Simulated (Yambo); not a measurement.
Yambo run on a free-standing IrCl3 monolayer (symmetry P-31m, slab cell 15.6 Å high). The wavefunctions come from this Quantum ESPRESSO step (PBEsol, PseudoDojo standard norm-conserving files, scalar-relativistic):

```
&CONTROL
  calculation = 'nscf'
  pseudo_dir = './pseudo'
  outdir = './out'
/
&SYSTEM
  ibrav = 0
  nat = 8
  ntyp = 2
  ecutwfc = 68.0
  ecutrho = 272.0
  occupations = 'fixed'
  force_symmorphic = .true.
  nbnd = 153
  assume_isolated = '2D'
/
&ELECTRONS
  conv_thr = 8e-09
  diago_full_acc = .true.
  diago_thr_init = 1e-08
/
ATOMIC_SPECIES
Cl 35.4500 Cl.upf
Ir 192.2170 Ir.upf
CELL_PARAMETERS angstrom
  6.038605283339   0.000000000000   0.000000000000
 -3.019302641670   5.229585578799   0.000000000000
  0.000000000000   0.000000000000  15.600000000000
ATOMIC_POSITIONS crystal
Cl   0.685485104600   0.666666667000   0.081689798000
Cl   0.981181563400   0.314514896400   0.081689798000
Cl   0.333333334000   0.018818437600   0.081689798000
Cl   0.981181563400   0.666666667000  -0.081689798000
Cl   0.685485104600   0.018818437600  -0.081689798000
Cl   0.333333334000   0.314514896400  -0.081689798000
Ir   0.000000000667   0.000000000333   0.000000000000
Ir   0.666666667333   0.333333333667   0.000000000000
K_POINTS automatic
6 6 1 0 0 0
```

Yambo input:

```
rim_cut
gw0
dyson
el_el_corr
HF_and_locXC
ppa
em1d
rim_w
RandQpts= 1000000
RandGvec= 2 Ry
CUTGeo= "slab z"
EXXRLvcs= 68 Ry
VXCRLvcs= 272 Ry
Chimod= "HARTREE"
% BndsRnXp
 9 | 151 |
%
NGsBlkXp= 5 Ry
% LongDrXp
 1.0 | 1.0 | 0.0 |
%
RandGvecW= 384 mRy
PPAPntXp= 27.2114 eV
% GbndRnge
 1 | 151 |
%
GTermKind= "BG"
DysSolver= "n"
ExtendOut
% QPkrange
 1 | 1 | 38 | 39 |
 4 | 4 | 38 | 39 |
 7 | 7 | 38 | 39 |
%
```

k points by index: 1 = Γ, 4 = M, 7 = K.

Table of the .qp output:

```
#    K-point    Band    Eo [eV]    E [eV]    E-Eo [eV]    Vxc [eV]    Vnlxc [eV]    Sc|Eo [eV]    Sc|E [eV]    dSc/dw|Eo [eV]    Re(Z)    Im(Z)
#
    1    38    -0.147465    -0.670830    -0.523366    -18.55111    -22.84139    3.622380    3.766912    -7.511728    0.783663    -0.001916
    1    39    2.169952    3.881557    1.711605    -18.21866    -13.16740    -2.893523    -3.339652    -7.091859    0.793255    -0.001873
    4    38    0.000000    -0.614793    -0.614793    -17.75076    -21.75795    3.227666    3.392404    -7.289243    0.788717    -0.001837
    4    39    2.067378    3.731606    1.664228    -17.82702    -12.91086    -2.827737    -3.251936    -6.935232    0.796894    -0.001810
    7    38    -0.113163    -0.596094    -0.482932    -18.72189    -22.91384    3.575688    3.709013    -7.509233    0.783720    -0.001895
    7    39    2.105933    3.770075    1.664142    -18.10454    -13.22752    -2.785379    -3.212872    -6.989464    0.795631    -0.001816
```
(The two width columns are left out.) Convergence of these settings isn't established.

Spin-orbit coupling is not included.

Geometry relaxed with PBEsol.

This is a model layer cut from the bulk structure; whether it is stable on its own was not checked.
